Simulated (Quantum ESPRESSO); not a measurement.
Band energies of ScIr

```
ScIr
1.0
    3.21839     0.00000     0.00000
    0.00000     3.21839     0.00000
    0.00000     0.00000     3.21839
Sc Ir
1 1
Direct
  0.50000   0.50000   0.50000
  0.00000   0.00000   0.00000
```

PBEsol (Quantum ESPRESSO, PseudoDojo norm-conserving, 78 Ry, no spin-orbit coupling); path ΓXMΓRX,MR; energies in eV from the Fermi level.

```
k (1/Å)  point  band 10  band 11  band 12  band 13  band 14  band 15  band 16  band 17
-------  -----  -------  -------  -------  -------  -------  -------  -------  -------
0.00         Γ    -4.86    -4.86    -1.79    -1.79    -1.79     2.27     2.27     4.35
0.33              -4.64    -4.49    -1.91    -1.91    -1.66     1.79     2.36     3.35
0.76              -3.95    -3.35    -2.18    -2.18    -1.29     0.47     1.09     1.89
0.98         X    -3.77    -3.01    -2.23    -2.23    -1.21     0.19     0.41     1.69
1.19              -3.68    -3.41    -2.35    -1.85    -1.58     0.31     0.57     1.88
1.63              -4.53    -2.94    -2.80    -2.02    -0.13     0.11     2.08     2.25
1.95         M    -4.84    -3.14    -3.14    -0.26     0.32     0.80     0.80     2.81
2.06              -4.81    -3.12    -3.09    -0.53    -0.02     0.98     1.04     2.76
2.48              -4.14    -2.73    -2.68    -2.30    -2.24     1.28     2.01     2.14
2.80              -4.30    -3.97    -2.26    -2.24    -1.61     1.81     2.10     2.25
3.23              -4.83    -4.82    -1.81    -1.80    -1.77     2.23     2.27     4.18
3.33         Γ    -4.86    -4.86    -1.79    -1.79    -1.79     2.27     2.27     4.35
3.63              -4.61    -4.61    -1.95    -1.95    -1.65     2.16     2.16     3.06
4.03              -3.68    -3.68    -2.58    -2.58    -2.38     2.13     2.13     2.54
4.43              -3.27    -3.27    -3.22    -2.48    -2.48     1.47     1.47     3.43
4.82              -3.56    -3.56    -1.40    -1.38    -1.38     0.20     0.20     4.29
5.02         R    -3.59    -3.59    -1.04    -1.04    -1.04    -0.18    -0.18     4.33
5.12              -3.58    -3.58    -1.21    -1.20    -1.01    -0.13    -0.02     4.38
5.52              -3.42    -3.41    -2.88    -2.52    -0.65     0.11     1.24     3.38
5.91              -3.86    -3.41    -2.94    -2.42    -1.07     0.23     1.67     1.74
6.31              -3.76    -3.11    -2.28    -2.11    -1.30     0.28     0.38     1.69
6.40         X    -3.77    -3.01    -2.23    -2.23    -1.21     0.19     0.41     1.69
6.40         M    -4.84    -3.14    -3.14    -0.26     0.32     0.80     0.80     2.81
6.60              -4.73    -3.19    -3.19    -0.25     0.35     0.53     0.53     2.92
6.99              -3.45    -3.45    -3.24    -0.55    -0.55    -0.21     0.43     3.71
7.38         R    -3.59    -3.59    -1.04    -1.04    -1.04    -0.18    -0.18     4.33
```

A metal at this level: along this path bands 14, 15, 16 cross the Fermi level.

Spin-orbit coupling is left out; for elements this heavy it splits bands near the Fermi level.

Geometry of the Materials Project entry, not relaxed at this level.
